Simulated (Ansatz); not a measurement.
# Profile along the S–Zn line in ZnS (zinc blende)

ZnS (zinc blende)

```cif
data_S4Zn4
_chemical_formula_sum 'S4 Zn4'
_space_group_name_H-M_alt 'F-43m'
_space_group_IT_number 216
_space_group_name_Hall 'F -4 2 3'
_cell_length_a 5.44344
_cell_length_b 5.44344
_cell_length_c 5.44344
_cell_angle_alpha 90.000
_cell_angle_beta 90.000
_cell_angle_gamma 90.000
loop_
_atom_site_label
_atom_site_type_symbol
_atom_site_symmetry_multiplicity
_atom_site_Wyckoff_symbol
_atom_site_fract_x
_atom_site_fract_y
_atom_site_fract_z
_atom_site_occupancy
S1 S 4 c 0.25000 0.25000 0.25000 1
Zn1 Zn 4 a 0.00000 0.00000 0.00000 1
```
(The calculation used a cell of 2 atoms; values per cell refer to that cell.)

Fields along a shortest S–Zn line of a {110} plane (2.36 Å), from S to Zn, interpolated on the slice's grid (step about 0.2 Å). These are PBE (plane waves to 420 eV, PAW, scalar-relativistic; Ansatz, a quantum-chemistry and plane-wave program) values and carry that method's errors. k mesh 10×10×10. These are valence fields of a PAW run, semicore shells included where kept as valence: close to a nucleus they are smooth pseudo fields. ZnS was relaxed with its symmetry unable to fall.

```tsv
distance from S (Å)	valence electron density (e/Å³)	electron localisation function
0.00	0.04	x
0.12	0.07	x
0.24	0.40	x
0.35	0.85	x
0.47	1.13	x
0.59	1.21	0.83
0.71	1.13	0.89
0.83	0.95	0.90
0.94	0.76	0.88
1.06	0.60	0.78
1.18	0.50	0.56
1.30	0.46	0.33
1.42	0.50	0.21
1.53	0.68	0.17
1.65	1.08	0.12
1.77	2.14	0.06
1.89	5.11	x
2.01	12.29	x
2.12	25.04	x
2.24	39.46	x
2.36	46.14	x
```

x: too close to a nucleus for the ELF to mean much.

Density on the S–Zn line (2.36 Å) at its density minimum, 1.3 Å from S: 0.46 e/Å³. ELF at that point: 0.3. ELF maximum in the middle third of the S–Zn line: 0.90, 0.8 Å from S.
